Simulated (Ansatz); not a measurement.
# ZrTi₅C₆: stable or not

The structure comes from a generated guess, relaxed at this level; another structure or a mixture of phases may lie lower.

Theory: Ansatz, DFT PBE, scalar-relativistic, plane waves, PAW. Plane waves to 420 eV, a 12×12×4 mesh through Γ for the 12-atom cell and 0.10 eV Gaussian smearing; no spin polarisation.

```yaml
crystal:
  lattice:
    - [3.12392, 0.00000, 0.00000]
    - [0.00000, 3.12392, 0.00000]
    - [0.00000, 0.00000, 13.17987]
  atoms:
    - { symbol: Zr, position: [0.00000, 0.00000, 0.00000] }
    - { symbol: Ti, position: [0.00000, 0.00000, 0.66264] }
    - { symbol: Ti, position: [0.50000, 0.50000, 0.82515] }
    - { symbol: Ti, position: [0.50000, 0.50000, 0.17485] }
    - { symbol: Ti, position: [0.00000, 0.00000, 0.33736] }
    - { symbol: Ti, position: [0.50000, 0.50000, 0.50000] }
    - { symbol: C, position: [0.00000, 0.00000, 0.82457] }
    - { symbol: C, position: [0.50000, 0.50000, 0.00000] }
    - { symbol: C, position: [0.00000, 0.00000, 0.17543] }
    - { symbol: C, position: [0.50000, 0.50000, 0.33669] }
    - { symbol: C, position: [0.00000, 0.00000, 0.50000] }
    - { symbol: C, position: [0.50000, 0.50000, 0.66331] }
```

Energies over the elements count from the elements' standard structures at the same level, with no fitted energy shifts.

Task: These tests were run: energy against the elements; random kick, then relaxation without symmetry; phonons on a 2×2×1 q mesh; elastic tensor. What do they show?

Result:

```
                                         test                         result
                  energy against the elements                  −0.78 eV/atom
random kick, then relaxation without symmetry                        returns
                    phonons on a 2×2×1 q mesh  no imaginary mode on the mesh
                               elastic tensor       least eigenvalue 162 GPa
```

It fails none of these tests. Other phases of the system weren't compared here, so this isn't yet thermodynamic stability.

The reference form of C is held partly by dispersion forces, which this level lacks. The kick test ran on a coarse mesh. The run for the phonons used a 12×12×4 k mesh and Fermi–Dirac smearing of 0.15 eV. The run for the elastic tensor used a 12×12×4 k mesh and Fermi–Dirac smearing of 0.15 eV.
